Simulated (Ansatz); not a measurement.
Input, command and steps of an Ansatz relaxation.

```yaml
crystal:
  lattice:
    - [-5.4019422872, -5.4019422872, 5.4019422872]
    - [5.4019422872, -5.4019422872, -5.4019422872]
    - [5.4019422872, 5.4019422872, 5.4019422872]
  atoms:
    - { symbol: Si, position: [0.25, 0.75, 0.75] }
    - { symbol: Si, position: [0.0, 0.75, 0.0] }
    - { symbol: Si, position: [0.5, 0.5, 0.75] }
    - { symbol: Si, position: [0.25, 0.5, 0.0] }
    - { symbol: Si, position: [0.0, 0.5, 0.25] }
    - { symbol: Si, position: [0.75, 0.75, 0.25] }
    - { symbol: Si, position: [0.5, 0.75, 0.5] }
    - { symbol: Si, position: [0.0, 0.0, 0.75] }
    - { symbol: Si, position: [0.75, 0.25, 0.75] }
    - { symbol: Si, position: [0.5, 0.25, 0.0] }
    - { symbol: Si, position: [0.25, 0.25, 0.25] }
    - { symbol: Si, position: [0.0, 0.25, 0.5] }
    - { symbol: Si, position: [0.75, 0.5, 0.5] }
    - { symbol: Si, position: [0.75, 0.0, 0.0] }
    - { symbol: Si, position: [0.5, 0.0, 0.25] }
    - { symbol: Si, position: [0.25, 0.0, 0.5] }
    - { symbol: Si, position: [0.25, 0.75, 0.5] }
    - { symbol: Si, position: [0.0, 0.75, 0.75] }
    - { symbol: Si, position: [0.5, 0.5, 0.5] }
    - { symbol: Si, position: [0.25, 0.5, 0.75] }
    - { symbol: Si, position: [0.0, 0.5, 0.0] }
    - { symbol: Si, position: [0.75, 0.75, 0.0] }
    - { symbol: Si, position: [0.5, 0.75, 0.25] }
    - { symbol: Si, position: [0.0, 0.0, 0.5] }
    - { symbol: Si, position: [0.75, 0.25, 0.5] }
    - { symbol: Si, position: [0.5, 0.25, 0.75] }
    - { symbol: Si, position: [0.25, 0.25, 0.0] }
    - { symbol: Si, position: [0.0, 0.25, 0.25] }
    - { symbol: Si, position: [0.75, 0.5, 0.25] }
    - { symbol: Si, position: [0.75, 0.0, 0.75] }
    - { symbol: Si, position: [0.5, 0.0, 0.0] }
    - { symbol: Si, position: [0.25, 0.0, 0.25] }
    - { symbol: K, position: [0.0036931719, 0.0159680571, 0.0127609351] }
total_charge: 1
basis:
  ecutwfc: 420
  xc_grid: 2
kpoints:
  mp_grid: { grid: [2, 2, 2], shift: [0.5, 0.5, 0.5] }
hamiltonian:
  xc: lda
scf:
  occupations: { method: gaussian, width: 0.02 }
output:
  forces: true
  stress: false
  eigenvalues: true
relax:
  adjacent_minimum: "off"
  f_tol: 0.02
  max_steps: 60
```

```bash
ansatz run input.yaml --threads 8 --pin off --max-ram 20480MiB --backend cpu --events-out ev --progress --plain --runs-dir out
```

Method: Ansatz, DFT LDA, scalar-relativistic, plane waves, PAW.

The cell holds a point defect: K interstitial, charge +1.

Of 5 frames 4 are shown, positions in Å and forces in eV/Å; the SCF threshold varies from step to step.

```xyz
33
Lattice="-5.4019 -5.4019 5.4019 5.4019 -5.4019 -5.4019 5.4019 5.4019 5.4019" Properties=species:S:1:pos:R:3:forces:R:3 pbc="T T T" step=1 free_energy_over_end_meV_per_atom=56.17
Si    6.7524   -1.3505    1.3505   -0.0178   -0.0243    0.0232
Si    4.0515   -4.0515   -4.0515   -1.4452    1.3477    1.3085
Si    4.0515   -1.3505    4.0515   -0.0183    0.0268   -0.0222
Si    1.3505   -4.0515   -1.3505    0.0322   -0.0598   -0.0313
Si    4.0515   -1.3505   -1.3505    0.0812   -0.0277   -0.0286
Si    1.3505   -6.7524    1.3505    0.0316    0.0447    0.0288
Si    4.0515   -4.0515    1.3505   -0.0180    0.0205   -0.0337
Si    4.0515    4.0515    4.0515   -1.6547   -1.4641   -1.5071
Si    1.3505   -1.3505    6.7524    0.0336   -0.0320   -0.0538
Si   -1.3505   -4.0515    1.3505   -0.0193   -0.0467    0.0209
Si    1.3505   -1.3505    1.3505    2.3373   -2.4999    2.5607
Si    4.0515    1.3505    1.3505    0.0795    0.0247    0.0237
Si    1.3505   -4.0515    4.0515   -0.0113    0.0208   -0.0220
Si   -4.0515   -4.0515    4.0515    2.0054    2.2597   -2.2060
Si   -1.3505   -1.3505    4.0515   -0.0199   -0.0230    0.0392
Si    1.3505    1.3505    4.0515    0.0304    0.0281    0.0503
Si    5.4019   -2.7010    0.0000    0.0026    0.0004    0.0065
Si    8.1029    0.0000    0.0000   -0.8198    0.0054   -0.0001
Si    2.7010   -2.7010    2.7010    0.0664   -0.0735    0.0759
Si    5.4019    0.0000    2.7010    0.0012   -0.0060    0.0003
Si    2.7010   -2.7010   -2.7010   -0.0563    0.0626    0.0659
Si    0.0000   -8.1029    0.0000   -0.0322    1.1153   -0.0095
Si    2.7010   -5.4019    0.0000   -0.0029   -0.0009    0.0027
Si    2.7010    2.7010    2.7010   -0.0581   -0.0661   -0.0637
Si    0.0000   -2.7010    5.4019    0.0027    0.0013   -0.0039
Si    2.7010    0.0000    5.4019   -0.0029   -0.0010   -0.0001
Si    0.0000   -2.7010    0.0000   -0.0446   -1.4215    0.0190
Si    2.7010    0.0000    0.0000    1.9626    0.0181    0.0097
Si    0.0000   -5.4019    2.7010    0.0041    0.0044   -0.0005
Si    0.0000    0.0000    8.1029   -0.0418    0.0238   -1.2448
Si   -2.7010   -2.7010    2.7010    0.0647    0.0699   -0.0687
Si    0.0000    0.0000    2.7010   -0.0341   -0.0041    1.2721
K     0.1352   -0.0373    0.0026   -2.4383    0.6765   -0.2112
33
Lattice="-5.4019 -5.4019 5.4019 5.4019 -5.4019 -5.4019 5.4019 5.4019 5.4019" Properties=species:S:1:pos:R:3:forces:R:3 pbc="T T T" step=2 free_energy_over_end_meV_per_atom=7.92
Si    6.7477   -1.3437    1.3430   -0.0146    0.0240   -0.0246
Si    3.9638   -3.9627   -3.9631   -0.3426    0.3541    0.3622
Si    4.0551   -1.3303    4.0517    0.0205    0.0040    0.0153
Si    1.3471   -4.0767   -1.3444   -0.0191    0.0068    0.0286
Si    4.0886   -1.3460   -1.3452   -0.0215    0.0144    0.0188
Si    1.3465   -6.7360    1.3440   -0.0230    0.0022   -0.0291
Si    4.0532   -4.0507    1.3255    0.0191   -0.0143    0.0011
Si    3.9645    3.9653    3.9642   -0.4194   -0.4436   -0.4354
Si    1.3464   -1.3446    6.7332   -0.0245    0.0299    0.0013
Si   -1.3477   -4.0820    1.3512    0.0202    0.0084   -0.0105
Si    1.4160   -1.4219    1.4231    0.9559   -0.9540    0.9521
Si    4.0908    1.3464    1.3472   -0.0235   -0.0162   -0.0116
Si    1.3452   -4.0582    4.0574   -0.0158   -0.0218    0.0214
Si   -3.9800   -3.9717    3.9724    0.7822    0.7656   -0.7690
Si   -1.3463   -1.3505    4.0774    0.0219    0.0120   -0.0030
Si    1.3477    1.3442    4.0742   -0.0178   -0.0280   -0.0031
Si    5.4117   -2.7000    0.0047    0.0043   -0.0011   -0.0089
Si    8.0812    0.0015    0.0001   -0.5660   -0.0027   -0.0016
Si    2.7545   -2.7521    2.7513   -0.0336    0.0340   -0.0341
Si    5.4111   -0.0072    2.7004    0.0064    0.0073   -0.0006
Si    2.6408   -2.6348   -2.6322    0.0012   -0.0125   -0.0176
Si   -0.0083   -8.0578    0.0008    0.0190    0.5099    0.0016
Si    2.7013   -5.4043    0.0018    0.0087   -0.0014   -0.0030
Si    2.6427    2.6331    2.6355    0.0051    0.0214    0.0174
Si    0.0111   -2.7021    5.3982    0.0033   -0.0041    0.0081
Si    2.7014   -0.0036    5.4012    0.0089   -0.0004    0.0020
Si   -0.0106   -2.7593   -0.0011    0.0277   -0.4909   -0.0081
Si    2.7678    0.0040   -0.0005    0.5689   -0.0112   -0.0045
Si    0.0116   -5.4007    2.7023    0.0013   -0.0097    0.0022
Si   -0.0092    0.0017    8.0515    0.0245   -0.0114   -0.5020
Si   -2.6409   -2.6468    2.6457   -0.0301   -0.0257    0.0266
Si   -0.0096    0.0035    2.7543    0.0219   -0.0017    0.4882
K     0.0635   -0.0165    0.0004   -0.9696    0.2567   -0.0804
33
Lattice="-5.4019 -5.4019 5.4019 5.4019 -5.4019 -5.4019 5.4019 5.4019 5.4019" Properties=species:S:1:pos:R:3:forces:R:3 pbc="T T T" step=3 free_energy_over_end_meV_per_atom=0.09
Si    6.7192   -1.3446    1.3429   -0.0038   -0.0224    0.0261
Si    3.9326   -3.9343   -3.9348   -0.0339    0.0550    0.0548
Si    4.0617   -1.3148    4.0542   -0.0136    0.0010    0.0035
Si    1.3504   -4.0878   -1.3424    0.0013    0.0075   -0.0202
Si    4.0896   -1.3482   -1.3455   -0.0108    0.0030   -0.0038
Si    1.3489   -6.7171    1.3416    0.0098   -0.0040    0.0260
Si    4.0611   -4.0553    1.3144   -0.0075   -0.0060   -0.0003
Si    3.9290    3.9319    3.9315    0.0153   -0.0171   -0.0171
Si    1.3487   -1.3432    6.7166    0.0104   -0.0229    0.0059
Si   -1.3398   -4.0880    1.3484   -0.0090    0.0022   -0.0115
Si    1.4802   -1.4823    1.4830   -0.0734    0.0995   -0.1107
Si    4.0896    1.3444    1.3472   -0.0096    0.0008   -0.0061
Si    1.3172   -4.0591    4.0573   -0.0048    0.0219   -0.0182
Si   -3.9246   -3.9217    3.9224   -0.0615   -0.0984    0.0874
Si   -1.3393   -1.3495    4.0876   -0.0146    0.0093   -0.0016
Si    1.3506    1.3408    4.0873    0.0002    0.0228   -0.0056
Si    5.4078   -2.7029   -0.0018   -0.0147    0.0012   -0.0031
Si    8.0125   -0.0005   -0.0009    0.0671   -0.0024    0.0006
Si    2.7927   -2.7917    2.7913    0.0642   -0.0579    0.0541
Si    5.4082    0.0004    2.7012   -0.0137    0.0079    0.0003
Si    2.6168   -2.6167   -2.6169    0.0081    0.0066    0.0125
Si    0.0025   -8.0129   -0.0026    0.0079   -0.0167   -0.0004
Si    2.7086   -5.4036   -0.0005   -0.0116    0.0046   -0.0005
Si    2.6152    2.6149    2.6148    0.0017   -0.0229   -0.0178
Si    0.0055   -2.7035    5.4041   -0.0142    0.0056    0.0035
Si    2.7087   -0.0012    5.4027   -0.0120    0.0040    0.0011
Si    0.0034   -2.7899    0.0019    0.0032   -0.0401    0.0032
Si    2.7905   -0.0014    0.0004    0.0735    0.0023    0.0019
Si    0.0051   -5.4054    2.7017   -0.0155    0.0013   -0.0037
Si    0.0023    0.0014    8.0134    0.0050    0.0013    0.0051
Si   -2.6103   -2.6115    2.6112    0.0514    0.0354   -0.0401
Si    0.0035   -0.0031    2.7903    0.0063   -0.0023    0.0302
K     0.0106   -0.0041    0.0039   -0.0016    0.0200   -0.0553
33
Lattice="-5.4019 -5.4019 5.4019 5.4019 -5.4019 -5.4019 5.4019 5.4019 5.4019" Properties=species:S:1:pos:R:3:forces:R:3 pbc="T T T" step=5 free_energy_over_end_meV_per_atom=0.00
Si    6.7206   -1.3466    1.3456    0.0001   -0.0001   -0.0001
Si    3.9320   -3.9290   -3.9278    0.0007   -0.0005   -0.0001
Si    4.0604   -1.3156    4.0565    0.0006   -0.0002    0.0002
Si    1.3495   -4.0885   -1.3454    0.0002    0.0008   -0.0001
Si    4.0915   -1.3467   -1.3454    0.0000    0.0001    0.0001
Si    1.3495   -6.7176    1.3456    0.0003   -0.0009   -0.0001
Si    4.0605   -4.0575    1.3144    0.0004   -0.0002    0.0003
Si    3.9319    3.9267    3.9279    0.0007    0.0006    0.0011
Si    1.3495   -1.3466    6.7166    0.0003   -0.0001    0.0011
Si   -1.3415   -4.0888    1.3457    0.0002    0.0002   -0.0001
Si    1.4783   -1.4754    1.4743   -0.0022    0.0018   -0.0013
Si    4.0917    1.3444    1.3456    0.0001    0.0000   -0.0001
Si    1.3187   -4.0575    4.0565   -0.0002   -0.0002    0.0000
Si   -3.9237   -3.9288    3.9278   -0.0015   -0.0010    0.0015
Si   -1.3415   -1.3467    4.0876    0.0004    0.0001   -0.0002
Si    1.3496    1.3444    4.0875    0.0003    0.0000   -0.0007
Si    5.4061   -2.7020    0.0000   -0.0002    0.0002    0.0004
Si    8.0166   -0.0012    0.0001   -0.0035    0.0002   -0.0002
Si    2.7941   -2.7911    2.7899    0.0004   -0.0005    0.0009
Si    5.4061   -0.0011    2.7012   -0.0006   -0.0004   -0.0005
Si    2.6162   -2.6132   -2.6121   -0.0011    0.0004    0.0005
Si    0.0040   -8.0135   -0.0001    0.0003    0.0029    0.0005
Si    2.7049   -5.4031    0.0001    0.0005   -0.0002    0.0000
Si    2.6162    2.6109    2.6121   -0.0011   -0.0001    0.0001
Si    0.0042   -2.7021    5.4021   -0.0007   -0.0002   -0.0005
Si    2.7049   -0.0012    5.4020    0.0005    0.0003   -0.0001
Si    0.0039   -2.7927    0.0002    0.0016   -0.0024   -0.0008
Si    2.7957   -0.0010    0.0001    0.0025   -0.0011   -0.0001
Si    0.0042   -5.4031    2.7012   -0.0004    0.0005   -0.0001
Si    0.0039   -0.0009    8.0125    0.0009   -0.0011   -0.0031
Si   -2.6079   -2.6132    2.6120    0.0001    0.0005    0.0000
Si    0.0040   -0.0012    2.7917    0.0010    0.0002    0.0021
K     0.0044   -0.0012    0.0001   -0.0008    0.0003   -0.0005
```

Time: 21 s on 8 threads of Intel(R) Xeon(R) Platinum 8259CL CPU @ 2.50GHz (Skylake/Cascade Lake), on a shared host, peak memory 1.5 GiB.